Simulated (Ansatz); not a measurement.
Consider the following.

Relaxed TiAl (CuAu type, space group P4/mmm):

```
CELL_PARAMETERS angstrom
      5.62584     0.00000     0.00000
      0.00000     2.81292     0.00000
      0.00000     0.00000     4.05841
ATOMIC_POSITIONS crystal
  Al 0.25000 0.50000 0.50000
  Al 0.75000 0.50000 0.50000
  Ti 0.00000 0.00000 0.00000
  Ti 0.50000 0.00000 0.00000
```

Two-dimensional scan of atom 2 (Al, nearest neighbour Al at 2.813 Å; its periodic images, 2.8 Å or more away, move with it): u runs along (1.000, 0.000, 0.000), v along (0.000, 0.000, 1.000) (Cartesian). Cell and other atoms are fixed.

Level of theory: r2SCAN (plane waves to 500 eV, PAW, scalar-relativistic; Ansatz, a first-principles code). k mesh 7×13×9 (Γ-centred), Fermi-Dirac smearing 0.05 eV. Energies are smeared free energies. Points where atoms come too close for the PAW data are left out (x in tables, blank in figures). With partly filled bands, energies and forces of such displacements shift with the k mesh and the smearing. TiAl is run without spin polarisation. TiAl was relaxed with its symmetry unable to fall. ΔE is measured from the undisplaced structure. Axes are in Å.

The scan covers u from -0.700 to 0.700 Å in 7 points and v from -0.700 to 0.700 Å in 7 points.

### Question
Is the undisplaced position a minimum, a maximum or a saddle of this map?

### Answer
A minimum.

### Question
What are the two principal curvatures of the energy at the centre?

### Answer
7.0 and 7.7 eV/Å².

(A displaced cell: forces are minus the slopes of the energy, force constants its curvatures, and phonons follow from these.)
